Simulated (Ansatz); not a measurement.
## CsPbCl3: stationary points along a deformation path

Theory: Ansatz, DFT LDA, scalar-relativistic, plane waves, PAW. The runs took a 420 eV cutoff, a Γ-centred 6×6×6 mesh and Gaussian smearing (0.05 eV). Spin–orbit coupling is left out, which can shift energies with elements as heavy as these. No spin polarisation. Energies are free energies at this smearing, counted from the undisturbed cell; pressure is positive in compression.

Reference structure (as given, not relaxed at this level; it stands at -1.2 GPa, and it needn't be the usual structure):

```yaml
crystal:
  lattice:
    - [5.60500, 0.00000, 0.00000]
    - [0.00000, 5.60500, 0.00000]
    - [0.00000, 0.00000, 5.60500]
  atoms:
    - { symbol: Cs, position: [0.00000, 0.00000, 0.00000] }
    - { symbol: Pb, position: [0.50000, 0.50000, 0.50000] }
    - { symbol: Cl, position: [0.00000, 0.50000, 0.50000] }
    - { symbol: Cl, position: [0.50000, 0.00000, 0.50000] }
    - { symbol: Cl, position: [0.50000, 0.50000, 0.00000] }
```

At fixed volume and fractional coordinates, lengths along (0.577, 0.577, 0.577) are scaled against those across it; ρ is that ratio over its starting value. V = 35.217 Å³/atom. Δσ is the stress along the axis less the mean stress across it (compression positive).

| ρ | ΔE (meV/atom) | Δσ (GPa) | space group |
| --- | --- | --- | --- |
| 0.500 | 551.2 | 14.92 | R-3m |
| 0.600 | 250.2 | 8.26 | R-3m |
| 0.710 | 96.8 | 4.43 | R-3m |
| 1.000 | 0.0 | 0.00 | Pm-3m |
| 1.410 | 91.5 | -4.37 | R-3m |
| 2.000 | 597.1 | -16.99 | R-3m |

Q: How does the stress give the slope of the energy, and where is the energy stationary?

A: Along the path d ln(length) is 2/3 d ln ρ on the axis and −1/3 d ln ρ across it, so dE/d ln ρ = −(2/3) V Δσ: the energy falls with ρ where Δσ is positive. Δσ vanishes or changes sign at ρ = 1.000 (Pm-3m), a minimum at 0.0 meV/atom. Pairs of stationary points between two samples would go unseen, and could change a minimum read from distant neighbours into a maximum. At ρ = 1.000 the cell is cubic, where symmetry alone makes the stress isotropic and the slope zero.

Symmetry holds off the tilts and polar distortions that many cubic perovskites undergo.